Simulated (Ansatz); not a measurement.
**Y2NiB10: field gradients at two levels of theory**

Cell: a Materials Project structure (computed, not necessarily an observed phase).

Space group Pbam (No. 55); a = 5.5369, b = 11.0592, c = 4.1415 Å.

```
site  Wyckoff  site symmetry       x       y       z
   Y       4h            ..m  0.1852  0.3626  0.5000
  Ni       2a          ..2/m  0.0000  0.0000  0.0000
  B7       4g            ..m  0.3734  0.0409  0.0000
 B11       4g            ..m  0.3391  0.1986  0.0000
 B15       4g            ..m  0.0274  0.1859  0.0000
 B19       8i              1  0.1997  0.1143  0.3013
```

One atom of each set is listed.

First run. The numbers come from a DFT calculation in Ansatz (PBE, plane waves and PAW, scalar-relativistic, collinear spin, 420 eV cutoff, Γ-centred 6×3×8 k-points, Fermi–Dirac smearing 0.05 eV). Start moments as typed (μB): 1.5 on each Ni, none on the rest.

```csv
site,V_zz (10²¹ V/m²),η
Y,0.84,0.96
Ni,-4.74,0.82
B7,-1.03,0.50
B11,-1.08,0.08
B15,-1.06,0.28
B19,-1.18,0.20
```

Second run. The same atoms and settings, except that the functional is r2SCAN and the cutoff is 500 eV.

(1) Given the first result, estimate the second.

Results:

(1) 

```
site   V_zz     η  change of V_zz
   Y   0.96  0.60           +0.12
  Ni  -5.04  0.76           -0.30
  B7  -1.01  0.52           +0.02
 B11  -1.07  0.08           +0.01
 B15  -1.04  0.28           +0.02
 B19  -1.17  0.20           +0.01
```

The largest change of V_zz is on Ni, from -4.74 to -5.04. In per cent, |V_zz| changes by +6 on Ni (all sites that start above 2). Where |V_zz| stays above 0.1, η moves most on Y, from 0.96 to 0.60.

With no gap above 0.1 eV, as in a metal, the gradients converge slowly in k; expect changes of a tenth or more on a denser mesh. Without spin–orbit coupling (the program notes it for Y) the gradients can shift somewhat, as the gap is small. With these PAW files V_zz is typically within 2 to 3 % of all-electron values, but misses above 10 % occur on Ni. The start moments die out, and the run ends without spin.
For the second run: The program didn't check the stability of this electronic state in full, so a lower one may lie near.
